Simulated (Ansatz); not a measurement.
NaI (rock salt): values from a third-order Birch-Murnaghan fit to a volume scan beside measured ones. Computed values: PBE (plane waves to 420 eV, PAW, scalar-relativistic; Ansatz, a program for electronic structure). NaI was relaxed with its symmetry unable to fall. Spin-orbit coupling is left out, though I is heavy.

```
quantity                reference                                     kind
----------------------  ---------  ---------------------------------------
Lattice constant a (Å)      6.409  measured at or taken to low temperature
Bulk modulus B₀ (GPa)        17.9  measured at or taken to low temperature
```

References as given in: Klaus Doll, Hermann Stoll, Physical review. B, Condensed matter (1998), arXiv:cond-mat/9801031.

### Question
Estimate the PBE values and the sign and size of each difference.

### Answer
```csv
quantity,PBE,difference
Lattice constant a (Å),6.529,+1.9 %
Bulk modulus B₀ (GPa),15.1,-15.5 %
```

PBE overestimates the lattice constant a by 1.9 %. PBE underestimates the bulk modulus B₀ by 15.5 %.

(Under strain, the slope of the energy per volume gives the stress and its curvature an elastic modulus.)
